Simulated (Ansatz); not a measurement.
## A table of calculated 17O parameters

Level of theory: DFT, PBE, plane waves and PAW, scalar-relativistic, 420 eV cutoff (Ansatz 0.2.0). Q = -25.58 mb (Pyykkö 2018), I = 5/2. The cells come from the COD and the Materials Project (computed, not necessarily observed phases), with the atoms as given or relaxed (PBE, cell held). Calculated pressures reach 3 GPa in size and forces 0.4 eV/Å in them. Spin–orbit coupling is left out, which moves gradients at and beside heavy atoms (Au, Bi, Ce, Pb) by some per cent and at some sites by far more. At most two sites a crystal are listed; metals, magnetic cells and gradients under 0.03 × 10²¹ V/m² (0.12 where the gap is under 1 eV) that symmetry doesn't force to zero are left out, and those under about 0.1 are uncertain even in sign.

```json
{"crystal": "NaV2AgO4F4", "space group": "P2/c", "first shell of O": "1 V at 1.63 Å; also 2 Ag at 2.37–2.45 Å", "C_Q (MHz)": "-1.26", "η": "0.96"}
{"crystal": "H4NClO", "space group": "P2_1/c", "first shell of O": "1 H at 1.01 Å, 1 N at 1.41 Å, angle 104°; also 3 H at 1.97–2.02 Å", "C_Q (MHz)": "?", "η": "?"}
{"crystal": "KAs4H3O12", "space group": "P1", "first shell of O": "1 H at 1.07 Å, 1 As at 1.72 Å, angle 111°; also 1 K at 3.10 Å", "C_Q (MHz)": "-8.51", "η": "0.88"}
{"crystal": "KAs4H3O12", "space group": "P1", "first shell of O": "1 H at 0.99 Å, 1 As at 1.79 Å, angle 108°; also 2 K at 2.89–3.33 Å", "C_Q (MHz)": "9.02", "η": "0.80"}
{"crystal": "MgAu4Se4Cl4O12", "space group": "P1", "first shell of O": "1 Se at 1.68 Å, 1 Mg at 1.97 Å, angle 131°", "C_Q (MHz)": "-8.70", "η": "0.14"}
{"crystal": "MgAu4Se4Cl4O12", "space group": "P1", "first shell of O": "1 Se at 1.79 Å, 1 Au at 2.02 Å, angle 115°; also 1 Au at 3.29 Å", "C_Q (MHz)": "9.62", "η": "0.76"}
{"crystal": "NaCaCeBiO6", "space group": "P-4n2", "first shell of O": "1 Bi at 2.12 Å, 1 Ce at 2.20 Å, angle 180°; also 2 Na at 2.95 Å, 2 Ca at 2.95 Å", "C_Q (MHz)": "-5.05", "η": "0.35"}
{"crystal": "NaV2AgO4F4", "space group": "P2/c", "first shell of O": "2 V at 1.77–1.94 Å, angle 115°; also 1 Ag at 2.32 Å", "C_Q (MHz)": "1.25", "η": "0.17"}
{"crystal": "SnI4O12", "space group": "P-1", "first shell of O": "1 I at 1.89 Å, 1 Sn at 2.08 Å, angle 117°", "C_Q (MHz)": "-8.64", "η": "0.62"}
{"crystal": "SnI4O12", "space group": "P-1", "first shell of O": "1 I at 1.86 Å, 1 Sn at 2.09 Å, angle 134°", "C_Q (MHz)": "-8.95", "η": "0.37"}
{"crystal": "Cd5B3O9F", "space group": "Cm", "first shell of O": "1 B at 1.38 Å, 3 Cd at 2.28–2.32 Å", "C_Q (MHz)": "2.86", "η": "0.69"}
{"crystal": "Cd5B3O9F", "space group": "Cm", "first shell of O": "1 B at 1.38 Å, 3 Cd at 2.24–2.49 Å", "C_Q (MHz)": "4.49", "η": "0.37"}
{"crystal": "NaCaCeBiO6", "space group": "P-4n2", "first shell of O": "1 Bi at 2.14 Å, 1 Ce at 2.24 Å, 1 Ca at 2.48 Å, 1 Na at 2.72 Å", "C_Q (MHz)": "-5.66", "η": "0.26"}
{"crystal": "PbO", "space group": "P4/nmm", "first shell of O": "4 Pb at 2.32 Å", "C_Q (MHz)": "?", "η": "?"}
```

Task: Estimate the withheld values.

Result: H4NClO (1 H at 1.01 Å, 1 N at 1.41 Å, angle 104°; also 3 H at 1.97–2.02 Å): C_Q = -15.7 MHz, η = 0.79; PbO (4 Pb at 2.32 Å): C_Q = -0.132 MHz, η = 0.00.

By the number of first neighbours, |C_Q| spans 1.2 to 16 MHz with 2, 0.13 to 5.7 MHz with 4.

Where η is near 1 the sign of C_Q means little.

In MgAu4Se4Cl4O12 small gradients can still move by 0.1 × 10²¹ V/m² or more with the k-mesh.

The crystals are a selection from a larger pool of database entries, not a random sample of it.
